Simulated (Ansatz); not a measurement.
Nb$_{2}$InC:
```cif
data_C2In2Nb4
_chemical_formula_sum 'Nb4 In2 C2'
_space_group_name_H-M_alt 'P63/mmc'
_space_group_IT_number 194
_space_group_name_Hall '-P 6c 2c'
_cell_length_a 3.17926
_cell_length_b 3.17926
_cell_length_c 14.45440
_cell_angle_alpha 90.000
_cell_angle_beta 90.000
_cell_angle_gamma 120.000
loop_
_atom_site_label
_atom_site_type_symbol
_atom_site_symmetry_multiplicity
_atom_site_Wyckoff_symbol
_atom_site_fract_x
_atom_site_fract_y
_atom_site_fract_z
_atom_site_occupancy
Nb1 Nb 4 f 0.33333 0.66667 0.08259 1
In1 In 2 d 0.66667 0.33333 0.25000 1
C1 C 2 a 0.00000 0.00000 0.00000 1
```

Relaxed at zero pressure with DFT-r²SCAN in the program Ansatz with PAW potentials.

Task: The volume is lowered by 9 % and shape and atoms relax at that volume. What pressure results, and how do the axes share the change?

Result: 20.1 GPa; a -3.2 %, b -3.2 %, c -2.8 %; the energy rises by 82 meV/atom.

Task: Give the new structure.

Result: 
Space group P6₃/mmc (No. 194); a = b = 3.076 Å, c = 14.049 Å, α = β = 90.00°, γ = 120.00°

```tsv
atom	site	symmetry	x	y	z
Nb	4f	3m.	0.3333	0.6667	0.0852
In	2d	-6m2	0.6667	0.3333	0.2500
C	2a	-3m.	0.0000	0.0000	0.0000
```

The phase is kept; no other phase was compared at this pressure.

Space group P6_3/mmc. The first step of the workflow began from a Materials Project structure, measured or hypothetical; the Crystallography Open Database copy checked does not list it. Whether it is the stable phase at ambient conditions was not checked. The r²SCAN relaxation kept the symmetry of its start; whether a distortion lowers the energy is not shown. The run is not spin-polarised.

Potentials: the later of the program's two PAW sets.
